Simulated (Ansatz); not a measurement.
Values for one crystal, relaxed and computed with r²SCAN in the plane-wave PAW code Ansatz; other levels are named.

* **Volume per atom**: 9.47 Å³
* **Band gap**: 2.08 eV (indirect)
* **Debye temperature from the elastic constants**: 888 K
* **Hole effective mass with spin–orbit coupling**: 0.44, 0.60, 0.65 mₑ (principal values)
* **Hill bulk and shear moduli**: 264 and 186 GPa
* **Mechanical stability**: stable (all eigenvalues of C positive)
* **Pressure derivative B′**: 4.2

### Question
Which of these materials gives this?
A) YSiNO2, P4/mmm (Y on 1b, Si on 1c, N on 1d, O on 2f)
B) InHO2, Pnnm (In on 2a, H on 2c, O on 4g)
C) Nb2O5, I4/mmm (Pearson symbol tI112)
D) ZnO, wurtzite

### Answer
A, YSiNO2, P4/mmm (Y on 1b, Si on 1c, N on 1d, O on 2f)

The start of the workflow was typed in or built on a structure type; neither database checked (COD, Materials Project) lists it. COD files the formula under space group No. 15, 63. Whether it is the stable phase at ambient conditions was not checked. The r²SCAN relaxation kept the symmetry of its start; its stability against distortions is not shown here. No spin polarisation was allowed. Scalar-relativistic: spin–orbit coupling is off unless named, which matters more the heavier the elements.

Potentials: the later of the program's two PAW sets.
